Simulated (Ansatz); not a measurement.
Relaxed-ion elastic tensor of LaB6 in space group Pm-3m (No. 221; La on 1a, B on 6f) in GPa (Voigt order), the program Ansatz at the PBEsol level (PAW); density 4.80 g/cm³, 10.06 Å³ per atom.

```
 489  25.6  25.6   0.0   0.0   0.0
25.6   489  25.6   0.0   0.0   0.0
25.6  25.6   489   0.0   0.0   0.0
 0.0   0.0   0.0  90.8   0.0   0.0
 0.0   0.0   0.0   0.0  90.8   0.0
 0.0   0.0   0.0   0.0   0.0  90.8
```

Task: Is the crystal mechanically stable?

Result: Yes: the smallest eigenvalue of C is 90.8 GPa.

Task: Work out the Voigt, Reuss and Hill averages.

Result: K_V = 180, K_R = 180, K_H = 180; G_V = 147, G_R = 120, G_H = 134 GPa.

Task: Give Young's modulus, Poisson's ratio, Pugh's ratio and the universal anisotropy index.

Result: E = 9KG/(3K + G) = 321 GPa; ν = 0.20; K/G = 1.35 (brittle by the Pugh limit of 1.75); A_U = 5G_V/G_R + K_V/K_R − 6 = 1.13.

Task: Estimate the sound speeds and the Debye temperature.

Result: v_l = √((K + 4G/3)/ρ) = 8640 m/s, v_t = √(G/ρ) = 5270 m/s, mean 5820 m/s; Θ = (h/k)(3n/4πV)^(1/3) v_m = 803 K.

Task: Give the Zener ratio and Young's modulus along [100], [110] and [111].

Result: A = 2C44/(C11 − C12) = 0.39; 1/E = S11 − 2(S11 − S12 − S44/2)Γ with Γ = 0, 1/4, 1/3 gives 487, 268, 233 GPa.

The PBEsol relaxation kept the symmetry of its start; of distortions, only those at the zone centre were tested. As this level gives no gap, shear constants depend on the k-mesh and smearing (Fermi–Dirac, 0.1 eV here). Scalar-relativistic: spin–orbit coupling is off unless named, which matters more the heavier the elements.

Potentials: the later of the program's two PAW sets.
